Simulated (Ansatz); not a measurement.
Data:

SrSi₃Ni:
```cif
data_NiSi3Sr
_chemical_formula_sum 'Sr1 Si3 Ni1'
_space_group_name_H-M_alt 'P 1'
_space_group_IT_number 1
_cell_length_a 5.70810
_cell_length_b 5.70810
_cell_length_c 5.70810
_cell_angle_alpha 137.110
_cell_angle_beta 137.110
_cell_angle_gamma 62.269
loop_
_space_group_symop_operation_xyz
  'x, y, z'
loop_
_atom_site_label
_atom_site_type_symbol
_atom_site_fract_x
_atom_site_fract_y
_atom_site_fract_z
_atom_site_occupancy
Sr1 Sr 0.59897 0.59897 0.00000 1
Si1 Si 0.00211 0.00211 0.00000 1
Si2 Si 0.34998 0.84998 0.50000 1
Si3 Si 0.84998 0.34998 0.50000 1
Ni1 Ni 0.24464 0.24464 0.00000 1
```

This is the r²SCAN-relaxed structure.

Q: All from DFT-r²SCAN in the program Ansatz with PAW potentials, unless another level is named. Estimate the electronic character.

A: metallic (no gap).

Q: Next, the density of states at the Fermi level?

A: 0.31 states/eV per atom (mean over ±0.08 eV).

Q: And the formation energy from the elements (no fitted shifts)?

A: -0.45 eV/atom.

Space group I4mm. The first step of the workflow began from a Materials Project structure, measured or hypothetical; the Crystallography Open Database copy checked does not list it. Whether it is the stable phase at ambient conditions was not checked. The r²SCAN relaxation kept the symmetry of its start; its stability against distortions is not shown here. The run is not spin-polarised. The references are the lowest solids computed at this level, not always the standard phases. Scalar-relativistic: spin–orbit coupling is off unless named, which matters more the heavier the elements.

Potentials: the later of the program's two PAW sets.
